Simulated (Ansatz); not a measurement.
Rb (bcc (W type), space group No. 229), a = b = c = 5.371 Å, α = β = γ = 90.00°; the cell used has 1 atom.

Relaxed with the program Ansatz at the LDA level (PAW). Indices refer to the conventional cell of Im-3m, a = b = c = 5.3710 Å, α = β = γ = 90.00°.

### Question
Simulate the powder diffraction pattern (Cu Kα, λ = 1.54184 Å; lines above 1 %) up to 2θ = 90°.

### Answer
Simulated powder pattern, Cu Kα, λ = 1.54184 Å (kinematic, ideal powder, no thermal factors, no anomalous dispersion; the 30 strongest lines at most, above 1 %, up to 2θ = 90°):

| 2θ (°) | d (Å) | I/Imax (%) | hkl |
|---|---|---|---|
| 23.42 | 3.798 | 100 | (110) |
| 33.37 | 2.685 | 20 | (200) |
| 41.17 | 2.193 | 44 | (211) |
| 47.90 | 1.899 | 14 | (220) |
| 53.99 | 1.698 | 20 | (310) |
| 59.63 | 1.550 | 4.8 | (222) |
| 64.97 | 1.435 | 22 | (321) |
| 70.08 | 1.343 | 2.2 | (400) |
| 75.03 | 1.266 | 11 | (411)+(330) |
| 79.87 | 1.201 | 6.2 | (420) |
| 84.63 | 1.145 | 5.5 | (332) |
| 89.36 | 1.096 | 4.9 | (422) |

The LDA relaxation kept the symmetry of its start.

Potentials: the earlier of the program's two PAW sets.
